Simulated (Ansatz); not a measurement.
AgPt:
```cif
data_Ag3Pt3
_chemical_formula_sum 'Ag3 Pt3'
_space_group_name_H-M_alt 'R-3m :H'
_space_group_IT_number 166
_space_group_name_Hall '-R 3 2"'
_cell_length_a 2.74844
_cell_length_b 2.74844
_cell_length_c 13.94107
_cell_angle_alpha 90.000
_cell_angle_beta 90.000
_cell_angle_gamma 120.000
loop_
_atom_site_label
_atom_site_type_symbol
_atom_site_symmetry_multiplicity
_atom_site_Wyckoff_symbol
_atom_site_fract_x
_atom_site_fract_y
_atom_site_fract_z
_atom_site_occupancy
Ag1 Ag 3 a 0.00000 0.00000 0.00000 1
Pt1 Pt 3 b 0.00000 0.00000 0.50000 1
```
(The calculation used a cell of 2 atoms; values per cell refer to that cell.)

Relaxed with LDA.

### Question
Which orbitals make up the states near the Fermi level in DFT-LDA in the program Ansatz with PAW potentials?

### Answer
Within 0.5 eV of the Fermi level: Pt 5d 71 %, Ag 5s 10 %, Ag 4d 8 %, Pt 6s 6 %, outside the projected shells 5 %. Projections are on Löwdin-orthogonalised atomic valence shells; empty p or d shells of many metals are not among them.

### Question
Tabulate the density of states.

### Answer
States/eV per cell of 2 atoms, in 0.25 eV bins, energy from the Fermi level.

```csv
E (eV),total,Ag 4d,Pt 5d,Pt 6s
-7.85,0.25,0.01,0.01,0.15
-7.60,0.27,0.01,0.01,0.16
-7.35,0.31,0.02,0.02,0.18
-7.10,0.38,0.04,0.03,0.20
-6.85,1.17,0.40,0.26,0.31
-6.60,2.17,1.06,0.49,0.36
-6.35,3.31,1.92,0.79,0.31
-6.10,3.78,2.22,1.09,0.18
-5.85,3.86,2.35,1.17,0.11
-5.60,3.49,2.27,1.01,0.06
-5.35,2.49,1.61,0.72,0.04
-5.10,3.09,2.05,0.87,0.02
-4.85,3.78,2.43,1.13,0.03
-4.60,3.81,2.40,1.17,0.06
-4.35,4.61,2.86,1.48,0.07
-4.10,5.07,3.29,1.53,0.08
-3.85,4.06,2.71,1.17,0.06
-3.60,3.10,1.72,1.21,0.07
-3.35,3.23,1.34,1.69,0.09
-3.10,3.08,1.39,1.45,0.11
-2.85,2.55,1.08,1.26,0.10
-2.60,2.54,1.07,1.27,0.10
-2.35,2.85,0.99,1.64,0.11
-2.10,2.81,0.79,1.80,0.11
-1.85,2.85,0.91,1.75,0.09
-1.60,2.07,0.41,1.52,0.06
-1.35,2.27,0.39,1.73,0.06
-1.10,2.96,0.56,2.22,0.07
-0.85,3.25,0.46,2.62,0.07
-0.60,2.21,0.31,1.74,0.07
-0.35,0.96,0.09,0.71,0.05
-0.10,0.79,0.05,0.56,0.04
0.15,0.77,0.05,0.52,0.05
0.40,0.76,0.04,0.50,0.06
0.65,0.67,0.04,0.38,0.06
0.90,0.63,0.04,0.29,0.07
1.15,0.62,0.04,0.25,0.08
1.40,0.61,0.04,0.21,0.08
1.65,0.60,0.04,0.18,0.09
1.90,0.57,0.03,0.15,0.09
2.15,0.55,0.03,0.13,0.09
2.40,0.53,0.03,0.11,0.09
2.65,0.51,0.02,0.09,0.09
2.90,0.50,0.02,0.08,0.09
3.15,0.50,0.02,0.07,0.10
3.40,0.50,0.02,0.06,0.10
3.65,0.49,0.01,0.05,0.11
3.90,0.44,0.01,0.04,0.09
4.15,0.41,0.01,0.03,0.09
4.40,0.37,0.01,0.03,0.07
4.65,0.34,0.01,0.02,0.06
```

The first step of the workflow began from a Materials Project structure, measured or hypothetical; the Crystallography Open Database copy checked does not list it. With Ag and Pt taken as one species the cell has the higher symmetry Fm-3m, so it may be an ordered model of a mixed-site phase. Whether it is the stable phase at ambient conditions was not checked. Symmetry was held in the LDA relaxation; its stability against distortions is not shown here. The run is not spin-polarised. Spin–orbit coupling is left out wherever it is not named.

Potentials: the later of the program's two PAW sets.
